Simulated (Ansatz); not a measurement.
**E(M) for Re (P63/mmc)**

Geometry: a structure as deposited in COD; nothing is relaxed.

Functional, mesh and filling: PBEsol, 12×12×7 k mesh, Fermi–Dirac smearing of 0.08 eV. PAW means Ansatz 0.2.0 on its default frozen-core files; LAPW is all-electron LAPW in Ansatz 0.2.0. Site moments are integrated in spheres about the atoms, whose radii differ between the methods.

Input of the first run:

```yaml
crystal:
  lattice:
    - [2.7608, 0.0, 0.0]
    - [-1.3804, 2.3909229348, 0.0]
    - [0.0, 0.0, 4.4582]
  atoms:
    - { symbol: Re, position: [0.3333333333, 0.6666666667, 0.25], spin: 1.5 }
    - { symbol: Re, position: [0.6666666667, 0.3333333333, 0.75], spin: 1.5 }
magnetization:
  spin_polarized: true
kpoints:
  mp_grid: { grid: [12, 12, 7] }
scf:
  occupations: { method: fermi_dirac, width: 0.08 }
  lower_state_search: "off"
hamiltonian:
  xc: pbesol
  pseudopotentials: { kind: paw }
output:
  forces: true
  stress: true
  eigenvalues: true
  populations: true
  dos: { projected: true, de: 0.1, e_range: [-8, 5] }
  write_density: true
  write_potential: true
  elf: true
  volumetric_format: npy
```

Command: `ansatz run input.yaml --threads 1 --pin off --max-ram 3072MiB --backend cpu --events-out ev --progress --plain --runs-dir out`

The input for «total moment held at 0.4 μB» by PAW differs from it in these lines, output keys apart:

```diff
-    - { symbol: Re, position: [0.3333333333, 0.6666666667, 0.25], spin: 1.5 }
-    - { symbol: Re, position: [0.6666666667, 0.3333333333, 0.75], spin: 1.5 }
+    - { symbol: Re, position: [0.3333333333, 0.6666666667, 0.25], spin: 0.2 }
+    - { symbol: Re, position: [0.6666666667, 0.3333333333, 0.75], spin: 0.2 }
+  initial_magnetization: 0.4
+  spin_locking: { lock_magnetization: hard }
```

The input for «total moment held at 1.8 μB» by LAPW differs from it in these lines, output keys apart:

```diff
-    - { symbol: Re, position: [0.3333333333, 0.6666666667, 0.25], spin: 1.5 }
-    - { symbol: Re, position: [0.6666666667, 0.3333333333, 0.75], spin: 1.5 }
+    - { symbol: Re, position: [0.3333333333, 0.6666666667, 0.25], spin: 0.9 }
+    - { symbol: Re, position: [0.6666666667, 0.3333333333, 0.75], spin: 0.9 }
+  initial_magnetization: 1.8
+  spin_locking: { lock_magnetization: hard }
-  pseudopotentials: { kind: paw }
+  pseudopotentials: { kind: all_electron, lapw: { basis_error: 0.001 } }
```

The total moment M of the cell is held by giving each spin its own Fermi level. Half their difference over μB is the field that would hold M, so μB·B = dF/dM. Energies count from each method's free run. The held moment starts spread evenly over Re1, Re2.

Does the cell keep a net moment when the moments are free, and how does its energy change with a held moment?

The free run has no net moment (M = 0.00 μB). 
```
M (μB/cell)  ΔF PAW (meV/cell)  ΔF LAPW (meV/cell)  B, PAW (T)  largest site moment, PAW (μB)  pressure, PAW (GPa)
       0.00                0.0                 0.0           –                           0.00                 -4.0
       0.40              +38.3                   –       +3266                           0.16                 -3.7
       0.80             +147.7              +147.5       +6176                           0.31                 -3.0
       1.20             +327.0              +326.4       +9441                           0.47                 -1.4
       1.80             +737.0              +735.6      +14006                           0.71                  1.9
       2.40            +1320.0                   –      +19694                           0.95                  7.0
       3.20            +2353.4                   –      +24827                           1.28                 16.4
```

Separate runs put a uniform field on the spins (g = 2):

```json
{"field (T)": "500", "M PAW (μB/cell)": "0.059", "M LAPW (μB/cell)": "0.059"}
{"field (T)": "1000", "M PAW (μB/cell)": "0.119", "M LAPW (μB/cell)": "0.119"}
```

The PAW files were made with PBE; the program remakes their cores once for the run's functional and then keeps them frozen. The Ansatz runs typed with the search for lower states off end where their start leads. Spin–orbit coupling is left out although heavy atoms are present. These are results for the start and cell typed. The real compound can order otherwise, in a larger cell, or not at all, since semilocal functionals at zero temperature often overstate magnetism.
